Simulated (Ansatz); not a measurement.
A geometry of Mg3Sb2 away from equilibrium: step 4 of the relaxation of a relaxed Mg3Sb2 cell shaken by Gaussian noise of σ = 0.08 Å a coordinate. Calculation: r2SCAN (plane waves to 500 eV, PAW, scalar-relativistic; Ansatz, a quantum-chemistry and plane-wave program). Γ-centred k-mesh 4×4×8 on the run's cell (coarser than for final values), Fermi–Dirac smearing 0.05 eV.

```
CELL_PARAMETERS angstrom
      7.89349    -0.01675     0.03052
     -0.01675     7.93046     0.06904
      0.01543     0.03491     4.02889
ATOMIC_POSITIONS crystal
  Mg 0.99483 0.00365 0.00843
  Mg 0.49395 0.50387 0.01413
  Mg 0.12461 0.64216 0.46176
  Mg 0.62602 0.85534 0.51629
  Mg 0.35486 0.12086 0.46028
  Mg 0.85504 0.37901 0.55413
  Sb 0.32702 0.83270 0.95740
  Sb 0.82678 0.67781 0.00932
  Sb 0.17527 0.32359 0.89364
  Sb 0.67090 0.17639 0.13136
```

What forces act on the atoms (eV/Å)?


| atom | Fx | Fy | Fz |
|---|---|---|---|
| Mg1 | 0.05 | 0.10 | -0.07 |
| Mg2 | 0.02 | -0.05 | 0.00 |
| Mg3 | 0.23 | 0.12 | 0.15 |
| Mg4 | 0.09 | -0.10 | -0.17 |
| Mg5 | -0.21 | -0.06 | -0.21 |
| Mg6 | -0.08 | 0.04 | 0.23 |
| Sb7 | -0.16 | -0.18 | -0.14 |
| Sb8 | -0.07 | -0.16 | 0.16 |
| Sb9 | -0.06 | 0.14 | -0.18 |
| Sb10 | 0.19 | 0.17 | 0.23 |

What is the pressure?

+0.6 GPa, compression positive.

How much energy per atom can still be gained by relaxing?

0.20 eV/atom; the path ends in P2₁ (No. 4).

No spin polarisation in the result.

The end of the path is a generated cell of Mg3Sb2: the first start was made by placing the elements on the sites of a structure type, and the end was not matched to a known phase here, so it may be hypothetical. Known forms of Mg3Sb2 include space group No. 164.
